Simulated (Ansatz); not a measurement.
ZrGeSe in space group P4/nmm (No. 129; Zr on 2c, Ge on 2a, Se on 2c), PBE in the plane-wave PAW code Ansatz, all energies at zero smearing, with the estimated change up to a 700 eV cutoff added, with one set of potentials and settings (totals compare only within such a set). Cell of 6 atoms (2 Zr, 2 Ge, 2 Se): -27902.100 eV.

| element | reference phase | E (eV/atom) |
|---|---|---|
| Zr | P6_3/mmc, 2 atoms in the cell | -4183.8362 |
| Ge | Fd-3m, 2 atoms in the cell | -4294.9847 |
| Se | P3_121, 3 atoms in the cell | -5469.0798 |

Formation energy per atom, worked out: (-27902.100 − 2×(-4183.8362) − 2×(-4294.9847) − 2×(-5469.0798))/6 = -1.050 eV/atom (-101 kJ per mol of atoms), at 0 K, without zero-point energy or fitted corrections.

The workflow started from a Materials Project entry (that database holds measured and hypothetical structures alike); the Crystallography Open Database files this formula in space group No. 129, but the cells were not matched. Its standing as an ambient phase is unchecked. Symmetry was held in the PBE relaxation; its stability against distortions is not shown here. No spin polarisation was allowed. The references are the lowest solids computed at this level, not always the standard phases.

Potentials: the later of the program's two PAW sets.
